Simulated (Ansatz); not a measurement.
NbTe in the zincblende structure

The computed numbers are results of PBE, scalar-relativistic (collinear spin) in the plane-wave PAW code Ansatz at 420 eV, 10×10×10 k-mesh, Gaussian smearing of 0.05 eV; PAW files: Ansatz's generated set soft_2.

```yaml
crystal:
  lattice:
    - [0.00000, 3.18466, 3.18466]
    - [3.18466, 0.00000, 3.18466]
    - [3.18466, 3.18466, 0.00000]
  atoms:
    - { symbol: Nb, position: [0.00000, 0.00000, 0.00000] }
    - { symbol: Te, position: [0.25000, 0.25000, 0.25000] }
```

The structure was built from a prototype; whether the compound forms in it isn't claimed.

Magnetic state: ferromagnetic, site spin moments Nb 1.51 μB.

Cell and atoms are those of this level's equilibrium.

The cell has space group F-43m (read at 0.01 Å). In it the stress is 0.01, 0.01, 0.01, 0.00, 0.00, 0.00 GPa and the largest force component 0.000 eV/Å. Each change below starts from this cell, without further relaxation. Stress is in GPa, positive in compression, in the order xx, yy, zz, yz, xz, xy; energies are counted from the cell above and are free energies with the smearing's entropy, which match forces and stress in a metal.

Task: One atom was moved along a Cartesian axis, and these forces appeared. Which atom, and about how far?
```tsv
atom	Fx (eV/Å)	Fy	Fz
Nb1	0.000	0.000	-0.159
Te2	0.000	0.000	0.159
```

Result: Atom 1 (Nb) is moved by 0.02 Å along z; the energy changes by 1.6 meV per cell. Moving the other atom the opposite way is the same thing.

Task: One atom was moved along a Cartesian axis, and these forces appeared. Which atom, and about how far?
```
atom  Fx (eV/Å)     Fy      Fz
 Nb1      0.000  0.000   0.421
 Te2      0.000  0.000  -0.421
```

Result: Atom 2 (Te) is moved by 0.05 Å along z; the energy changes by 10.2 meV per cell. Moving the other atom the opposite way is the same thing.

Task: What stress follows from an engineering strain of -1 % in zz, atoms carried along?

Result: 0.55, 0.55, 0.64, 0.00, 0.00, 0.00 GPa; the energy changes by 1.3 meV per cell. Spin moments: Nb 1.49 μB.
The change of the stress over the strain gives a clamped-atom stiffness of about 63 GPa for this component, a secant value that lies under the elastic constant in tension and over it in compression, by several per cent for each per cent of strain.
In a harmonic crystal the energy would rise by V(½Cε² − σ₀ε), with σ₀ the stress of the unstrained cell, = 1.3 meV, which matches.

Task: A single strain component, atoms carried along, gave the stress 0.04, 0.05, 0.04, 0.00, 0.98, 0.00. Which component, and about how large?

Result: An engineering strain of -2 % in xz; the energy changes by 4.0 meV per cell.

Task: All atoms and the cell are disturbed at random:
```xyz
2
Lattice="-0.0325 3.2435 3.2694 3.1724 0.0458 3.1911 3.1933 3.1862 0.0249" Properties=species:S:1:pos:R:3 pbc="T T T"
Nb   -0.0018    0.0108   -0.0145
Te    1.5851    1.6081    1.6359
```
Give the energy change, the stress and the forces.

Result: 26.1 meV per cell; stress -0.71, -0.73, -0.86, -1.65, 1.41, -0.76 GPa. Spin moments: Nb 1.49 μB.
| atom | Fx (eV/Å) | Fy | Fz |
| --- | --- | --- | --- |
| Nb1 | 0.401 | -0.373 | 0.238 |
| Te2 | -0.401 | 0.373 | -0.238 |

Task: All atoms and the cell are disturbed at random:
```xyz
2
Lattice="-0.0619 3.1144 3.1821 3.1614 -0.0453 3.1655 3.1507 3.0871 -0.0347" Properties=species:S:1:pos:R:3 pbc="T T T"
Nb   -0.0196   -0.0357    0.0174
Te    1.5821    1.5748    1.5608
```
Give the energy change, the stress and the forces.

Result: 41.7 meV per cell; stress 1.19, 1.26, 1.21, -1.12, -1.56, 2.35 GPa. Spin moments: Nb 1.42 μB.
```tsv
atom	Fx (eV/Å)	Fy	Fz
Nb1	0.349	0.473	-0.637
Te2	-0.349	-0.473	0.637
```

For elements this heavy, spin–orbit coupling would shift levels and gaps; it isn't included here. The run wasn't fully tested for a lower electronic state. Site moments are of spin, integrated over atomic spheres.
